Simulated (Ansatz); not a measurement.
The cell comes from COD entry 2102087, which wasn't checked; take it as a given geometry. The listed cell was then made from it by scaling, straining or moving an atom.

An input for KTaO$_{3}$: DFT, LDA, all-electron LAPW, scalar-relativistic (Ansatz 0.2.0).

Command: `ansatz run input.yaml --threads 2 --pin off --max-ram 8192MiB --backend cpu --events-out ev --progress --plain --runs-dir out` The run took 52 s on 2 threads of Arm Neoverse V1, on a shared host, peak memory 0.62 GiB.

```yaml
crystal:
  lattice:
    - [3.9883, 0.0, 0.0]
    - [0.0, 3.9883, 0.0]
    - [0.0, 0.0, 3.868651]
  atoms:
    - { symbol: K, position: [0.5, 0.5, 0.5] }
    - { symbol: Ta, position: [0.0, 0.0, 0.0] }
    - { symbol: O, position: [0.5, 0.0, 0.0] }
    - { symbol: O, position: [0.0, 0.5, 0.0] }
    - { symbol: O, position: [0.0, 0.0, 0.5] }
kpoints:
  mp_grid: { grid: [5, 5, 5] }
  band_path:
    path:
      - [0.0, 0.0, 0.0]
      - [0.0, 0.5, 0.0]
      - [0.5, 0.5, 0.0]
      - [0.0, 0.0, 0.0]
      - [0.0, 0.0, 0.5]
      - [0.0, 0.5, 0.5]
      - [0.5, 0.5, 0.5]
      - [0.0, 0.0, 0.5]
      - [0.0, 0.5, 0.0]
    npoints: 5
scf:
  occupations: { method: fermi_dirac, width: 0.01 }
hamiltonian:
  xc: lda
  pseudopotentials: { kind: all_electron, lapw: { basis_error: 0.0005 } }
output:
  forces: true
  stress: true
  eigenvalues: true
```

Set-up and iterations as logged by Ansatz (the results part is left out, to be predicted):

```
LAPW: plane waves up to 11.889 Å⁻¹, error target 5.0e-4 eV per atom; small_component_spin mean_spin; O in spheres of 0.821 Å, 8 of its electrons in bands, Dirac shells []; K in spheres of 1.113 Å, 17 of its electrons in bands, Dirac shells []; Ta in spheres of 1.113 Å, 45 of its electrons in bands, Dirac shells []
Engine: ansatz 0.2.0
Pseudopotentials: kind: all_electron
Pseudopotential: K, LAPW, valence charge 17, Koelling and Harmon's equation, gaussian nucleus
Pseudopotential: Ta, LAPW, valence charge 45, Koelling and Harmon's equation, gaussian nucleus
Pseudopotential: O, LAPW, valence charge 8, Koelling and Harmon's equation, gaussian nucleus
Functional definition: SPW92
  exchange = slater_x
  correlation = pw_c
Crystal: 5 atoms, lattice volume = 61.537 Å³
Basis set: ecut = 538.5344621969706 eV, 1743 PW (Γ), exchange–correlation at level 2
Bands: 52, of which v1, the nominal top of the filled ones, is band 43 counted from 1 (42 counted from 0)
Symmetry: 16 space group operations
Space group: P4/mmm (ITA 123), of the structure as read, at distance tolerance 3.9e-5 Å
k-points: 18 of 125
Non-local potential: K, projectors of the file, none
Non-local potential: Ta, projectors of the file, none
Non-local potential: O, projectors of the file, none
Initial density: superposition of atomic densities (chi_scale 0.1, normalization cell, long waves kept (reshape's long-wave potential 0.00 eV rms))
Initial wavefunctions: plane waves of lowest kinetic energy (no species holds an atomic orbital)
Functional: x = slater, c = lda
iter 1 solved again at ethr=1.68e-2 eV; its pass at ethr=1.00e-1 eV (dr2=1.44e1 eV) is discarded
SCF iter   1: F=—  HF=-446783.975997 eV  |F-HF|=—  |Δ(HF+E_count)|=         —  Δρ=1.45e-1  dr2=1.44e1  ethr=1.68e-2  ⟨swp⟩=2.1  Hψ=6035  notcnv=0
iter 2 solved again at ethr=3.07e-4 eV; its pass at ethr=1.68e-2 eV (dr2=2.64e-1 eV) is discarded
SCF iter   2: F=—  HF=-446778.595043 eV  |F-HF|=—  |Δ(HF+E_count)|=    5.38e0  Δρ=3.35e-2  dr2=2.64e-1  ethr=3.07e-4  ⟨swp⟩=2.4  Hψ=4804  notcnv=0
SCF iter   3: F=—  HF=-446778.054321 eV  |F-HF|=—  |Δ(HF+E_count)|=   5.41e-1  Δρ=2.79e-2  dr2=5.60e-1  ethr=3.07e-4  ⟨swp⟩=3.0  Hψ=3158  notcnv=0
SCF iter   4: F=—  HF=-446778.008265 eV  |F-HF|=—  |Δ(HF+E_count)|=         —  Δρ=7.37e-3  dr2=4.94e-2  ethr=3.07e-4  ⟨swp⟩=3.0  Hψ=2961  notcnv=0
the basis was enlarged: its passes take 277.1 KiB over the memory plan, 2 of 2 planned eigensolver slots
SCF iter   5: F=—  HF=-446777.911057 eV  |F-HF|=—  |Δ(HF+E_count)|=   9.72e-2  Δρ=6.28e-3  dr2=3.07e-2  ethr=5.74e-5  ⟨swp⟩=3.0  Hψ=2939  notcnv=0
SCF iter   6: F=—  HF=-446777.905598 eV  |F-HF|=—  |Δ(HF+E_count)|=   5.46e-3  Δρ=4.87e-3  dr2=1.93e-2  ethr=3.57e-5  ⟨swp⟩=3.0  Hψ=3010  notcnv=0
SCF iter   7: F=—  HF=-446777.900223 eV  |F-HF|=—  |Δ(HF+E_count)|=   5.38e-3  Δρ=2.08e-3  dr2=3.65e-3  ethr=2.25e-5  ⟨swp⟩=2.0  Hψ=2729  notcnv=0
SCF iter   8: F=—  HF=-446777.899166 eV  |F-HF|=—  |Δ(HF+E_count)|=   1.06e-3  Δρ=6.25e-4  dr2=2.87e-4  ethr=4.24e-6  ⟨swp⟩=2.0  Hψ=2841  notcnv=0
SCF iter   9: F=—  HF=-446777.899023 eV  |F-HF|=—  |Δ(HF+E_count)|=   1.43e-4  Δρ=1.00e-4  dr2=8.10e-6  ethr=3.33e-7  ⟨swp⟩=2.6  Hψ=2704  notcnv=0
SCF iter  10: F=—  HF=-446777.899021 eV  |F-HF|=—  |Δ(HF+E_count)|=   2.04e-6  Δρ=1.96e-5  dr2=2.86e-7  ethr=9.42e-9  ⟨swp⟩=2.0  Hψ=2682  notcnv=0
SCF iter  11: F=—  HF=-446777.899021 eV  |F-HF|=—  |Δ(HF+E_count)|=   6.40e-8  Δρ=1.10e-5  dr2=7.02e-8  ethr=3.33e-10  ⟨swp⟩=3.0  Hψ=2749  notcnv=0
SCF iter  12: F=-446777.899021 eV  HF=-446777.899021 eV  |F-HF|=2.33e-9  |Δ(HF+E_count)|=   4.08e-8  Δρ=2.07e-6  dr2=2.50e-9  ethr=8.16e-11  ⟨swp⟩=2.3  Hψ=2688  notcnv=0
```

What pressure will this run report?

1.11 GPa (positive in compression).

Is there a band gap?

2.08 eV, indirect from A (0.5, 0.5, 0.5) to Γ.
